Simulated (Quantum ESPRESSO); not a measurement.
# Kohn-Sham bands of RbAlF4 (P4/mmm)

```yaml
crystal:
  lattice:
    - [3.64662, 0.00000, 0.00000]
    - [0.00000, 3.64662, 0.00000]
    - [0.00000, 0.00000, 6.27332]
  atoms:
    - { symbol: Rb, position: [0.00000, 0.00000, 0.00000] }
    - { symbol: Al, position: [0.50000, 0.50000, 0.50000] }
    - { symbol: F, position: [0.50000, 0.50000, 0.78163] }
    - { symbol: F, position: [0.50000, 0.50000, 0.21837] }
    - { symbol: F, position: [0.50000, 0.00000, 0.50000] }
    - { symbol: F, position: [0.00000, 0.50000, 0.50000] }
```

Structure: Materials Project mp-5479, symmetrised, not relaxed again. COD (Crystallography Open Database) has the formula in 4 space groups, this one among them (matched by group alone). Computed values, not measurements, from PBEsol: Quantum ESPRESSO (norm-conserving PseudoDojo potentials, cutoff 68 Ry, spinors with spin-orbit coupling) on a Γ-centred 6×6×4 mesh, then Wannier90. Density: 8×8×6 mesh, cold smearing 0.01 Ry.

Task: List the Kohn-Sham levels between −8 and 10.1 eV relative to the valence-band maximum at the high-symmetry points, as a band run of pw.x on that density gives them (levels within 2 meV counted together).

Result: 
| point | k (reciprocal lattice) | levels (eV) |
|---|---|---|
| Γ | 0.000 0.000 0.000 | -7.08 (×2), -6.25 (×2), -6.06 (×2), -4.70 (×4), -3.10 (×2), -2.77 (×2), -1.37 (×2), -1.23 (×2), -1.20 (×2), -0.86 (×2), -0.82 (×2), -0.64 (×2), -0.45 (×2), -0.40 (×2), 7.08 (×2), 8.99 (×2), 9.89 (×2) |
| X | 0.000 0.500 0.000 | -7.39 (×2), -6.63 (×2), -6.04 (×2), -4.95 (×2), -4.36 (×2), -2.58 (×2), -2.53 (×2), -2.22 (×2), -1.81 (×2), -1.79 (×2), -1.07 (×2), -0.88 (×2), -0.77 (×2), -0.62 (×2), 0.00 (×2), 9.68 (×2) |
| M | 0.500 0.500 0.000 | -7.54 (×2), -6.86 (×2), -6.46 (×2), -6.35 (×2), -3.46 (×2), -2.78 (×2), -2.75 (×2), -2.73 (×2), -1.93 (×2), -1.63 (×2), -0.84 (×2), -0.83 (×2), -0.38 (×2), -0.13 (×2), -0.11 (×2) |
| Z | 0.000 0.000 0.500 | -7.07 (×2), -6.24 (×2), -6.04 (×2), -4.73 (×2), -4.72 (×2), -3.45 (×2), -1.93 (×2), -1.38 (×2), -1.31 (×2), -1.22 (×2), -1.20 (×2), -0.81 (×2), -0.75 (×2), -0.49 (×2), -0.46 (×2), 8.60 (×2), 8.71 (×2), 9.09 (×2) |
| R | 0.000 0.500 0.500 | -7.37 (×2), -6.60 (×2), -6.03 (×2), -4.91 (×2), -4.36 (×2), -2.85 (×2), -2.84 (×2), -2.10 (×2), -1.81 (×2), -1.30 (×2), -1.11 (×2), -0.97 (×2), -0.70 (×2), -0.42 (×2), -0.24 (×2), 9.67 (×2), 9.70 (×2) |
| A | 0.500 0.500 0.500 | -7.55 (×2), -6.88 (×2), -6.38 (×2), -6.38 (×2), -3.40 (×2), -2.77 (×2), -2.56 (×2), -2.54 (×2), -2.50 (×2), -1.15 (×2), -1.12 (×4), -0.38 (×2), -0.01 (×2), 0.00 (×2) |
